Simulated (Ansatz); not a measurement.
A distorted cell of GaAs (zinc blende):

```
GaAs
1.0
    0.00000     5.74558     5.74558
    2.87279     2.87279     5.74558
    2.87279     2.87279     0.00000
As Ga
2 2
Direct
  0.00000   0.75000   0.75000
  0.50000   0.75000   0.75000
  0.00000   0.04061   0.95939
  0.50000   0.95939   0.04061
```

These are PBE (plane waves to 420 eV, PAW, scalar-relativistic; Ansatz, a first-principles code) values and carry that method's errors. k mesh 10×10×10 (Γ-centred), Fermi-Dirac smearing 0.05 eV. Compression counts positive. GaAs was relaxed with its symmetry unable to fall.

Q: What forces act on the atoms (eV/Å, Cartesian)?

A: 
```tsv
atom	Fx	Fy	Fz
As1	0.000	0.000	0.000
As2	0.000	0.000	0.000
Ga3	0.000	0.000	-2.890
Ga4	0.000	0.000	2.890
```

Q: What is the stress tensor (GPa)?

A: 
```
   2.70     0.00     0.00
   0.00     2.70     0.00
   0.00     0.00    -0.39
```
The pressure, a third of the trace, is 1.67 GPa.

(A displaced cell: forces are minus the slopes of the energy, force constants its curvatures, and phonons follow from these.)
